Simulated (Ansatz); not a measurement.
Relaxed ZnCu (CsCl type):

```
CELL_PARAMETERS angstrom
      5.81657     0.00000     0.00000
      0.00000     2.90828     0.00000
      0.00000     0.00000     2.90828
ATOMIC_POSITIONS crystal
  Zn 0.00000 0.00000 0.00000
  Zn 0.50000 0.00000 0.00000
  Cu 0.25000 0.50000 0.50000
  Cu 0.75000 0.50000 0.50000
```

Computed with PBEsol (plane waves to 420 eV, PAW, scalar-relativistic; Ansatz, a quantum-chemistry and plane-wave program). k mesh 7×13×13 (Γ-centred), Fermi-Dirac smearing 0.05 eV. With partly filled bands, energies and forces of such displacements shift with the k mesh and the smearing. ZnCu is run without spin polarisation. ZnCu was relaxed with its symmetry unable to fall.

One atom of the cell was then moved (with its periodic images), all else fixed, and the forces (eV/Å) came out as:

```csv
atom,Fx,Fy,Fz
Zn1,-2.205,0.000,0.000
Zn2,-0.894,0.000,0.000
Cu3,5.822,0.000,0.000
Cu4,-2.722,0.000,0.000
```

Which atom was moved, and by which vector (Å)?

Cu3, by (-0.76, 0.00, 0.00), 0.76 Å in all.

(A displaced cell: forces are minus the slopes of the energy, force constants its curvatures, and phonons follow from these.)
